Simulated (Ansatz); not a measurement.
# Sc: frozen-core PAW against all-electron methods

```xyz
2
Lattice="3.2912 0.0000 0.0000 -1.6456 2.8503 0.0000 0.0000 0.0000 5.3326" Properties=species:S:1:pos:R:3 pbc="T T T"
Sc    0.0000    1.9002    1.3331
Sc    1.6456    0.9501    3.9994
```

Atom numbers follow the list: Sc1, Sc2.

Structure from Materials Project entry mp-67 (possibly hypothetical), not relaxed further.

Methods: DFT, PBEsol, PAW with Ansatz's default frozen-core files, scalar-relativistic (Ansatz 0.2.0); DFT, PBEsol, all-electron PAW with datasets made for the crystal, scalar-relativistic (Ansatz 0.2.0); DFT, PBEsol, all-electron LAPW, scalar-relativistic (Ansatz 0.2.0).

For PAW: a Γ-centred 14×14×8 k mesh, Fermi–Dirac smearing of 0.08 eV, cutoff 420 eV, spin-polarised from start moments Sc1 1, Sc2 1 μB (the moments died away, and the run ended non-magnetic); the PAW files were made with PBE, and the program remakes their frozen cores for this functional. The crystal-made all-electron datasets (AE datasets) take a cutoff of 220 eV at this cell. LAPW targets a basis error of 0.25 meV/atom. The Ansatz runs share mesh, smearing and spin set-up. Plane-wave (PAW) pressures include the program's estimate of the Pulay term.

Stress and pressure are positive in compression.

In a metal, gradients converge slowly with the k mesh: the values move by tens of per cent from one mesh to another, at times in sign, so only the comparison on one mesh counts.

Levels count from the Fermi level.

```
                             quantity     PAW  AE datasets    LAPW
                       pressure (GPa)   -2.73        -2.72   -2.72
                      stress xx (GPa)   -1.85        -1.84   -1.84
                      stress zz (GPa)   -4.48        -4.48   -4.48
       highest filled level at A (eV)  -3.665       -3.664  -3.664
         lowest empty level at A (eV)   0.818        0.817   0.817
       highest filled level at L (eV)  -1.463       -1.464  -1.464
         lowest empty level at L (eV)   0.025        0.025   0.025
       highest filled level at H (eV)  -0.127       -0.127  -0.127
         lowest empty level at H (eV)   0.256        0.257   0.257
field gradient Vzz at Sc1 (10²¹ V/m²)    0.56         0.57       –
```

PAW's pressure differs from the LAPW value by about 0.01 GPa or less. Datasets made for the crystal and LAPW share parts of one code, so their agreement isn't an independent check.
